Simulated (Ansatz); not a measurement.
Values for one crystal, relaxed and computed with DFT-PBEsol in the program Ansatz with PAW potentials; other levels are named.

* **Volume per atom**: 27.05 Å³
* **Electronic character**: no gap, with almost no states at the Fermi level (zero-gap or semimetallic)
* **Formation energy from the elements (no fitted shifts)**: -0.19 eV/atom
* **Bulk modulus (Birch–Murnaghan fit)**: 55.5 GPa
* **Gap with spin–orbit coupling**: none (metallic)
* **Pressure derivative B′**: 5.0
* **Density of states at the Fermi level**: 0.01 states/eV per atom (mean over ±0.08 eV)

Problem. Which of these materials gives this?
A) SrCd2Ge2, I4/mmm (Sr on 2a, Ge on 4e, Cd on 4d)
B) Si3W5, I4/mcm (Si on 4a, Si on 8h, W on 16k, W on 4b)
C) NiSb, NiAs type
D) Hg2SeS, P-4m2 (Hg on 2g, Se on 1d, S on 1b)

Solution. D, Hg2SeS, P-4m2 (Hg on 2g, Se on 1d, S on 1b)

The first step of the workflow began from a Materials Project structure, measured or hypothetical; the Crystallography Open Database copy checked does not list it. Its standing as an ambient phase is unchecked. The PBEsol relaxation kept the symmetry of its start; its stability against distortions is not shown here. The references are the lowest solids computed at this level, not always the standard phases. Scalar-relativistic: spin–orbit coupling is off unless named, which matters more the heavier the elements.

Potentials: the later of the program's two PAW sets.
